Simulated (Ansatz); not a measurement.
Relaxed-ion elastic tensor of WC in space group P-6m2 (No. 187; W on 1a, C on 1f) in GPa (Voigt order), r²SCAN in the plane-wave PAW code Ansatz; density 15.61 g/cm³, 10.42 Å³ per atom.

```
739  239  174  0.0  0.0  0.0
239  739  174  0.0  0.0  0.0
174  174  996  0.0  0.0  0.0
0.0  0.0  0.0  315  0.0  0.0
0.0  0.0  0.0  0.0  315  0.0
0.0  0.0  0.0  0.0  0.0  250
```

### Question
Is the crystal mechanically stable?

### Answer
Yes: the smallest eigenvalue of C is 250 GPa.

### Question
Work out the Voigt, Reuss and Hill averages.

### Answer
K_V = 406, K_R = 402, K_H = 404; G_V = 302, G_R = 294, G_H = 298 GPa.

### Question
Give Young's modulus, Poisson's ratio, Pugh's ratio and the universal anisotropy index.

### Answer
E = 9KG/(3K + G) = 717 GPa; ν = 0.20; K/G = 1.36 (brittle by the Pugh limit of 1.75); A_U = 5G_V/G_R + K_V/K_R − 6 = 0.14.

### Question
Estimate the sound speeds and the Debye temperature.

### Answer
v_l = √((K + 4G/3)/ρ) = 7160 m/s, v_t = √(G/ρ) = 4370 m/s, mean 4830 m/s; Θ = (h/k)(3n/4πV)^(1/3) v_m = 658 K.

### Question
How much does each axis shrink under pressure?

### Answer
Linear compressibilities β_i = Σ_j S_ij (j = 1 to 3): x 0.90, y 0.90, z 0.69 per TPa.

Symmetry was held in the r²SCAN relaxation. The run is not spin-polarised. As this level gives no gap, shear constants depend on the k-mesh and smearing (Fermi–Dirac, 0.1 eV here). Spin–orbit coupling is left out wherever it is not named.

Potentials: the earlier of the program's two PAW sets. The files were generated under PBE; for other functionals the program regenerates the frozen cores, and for LDA and PBEsol the local potential too.
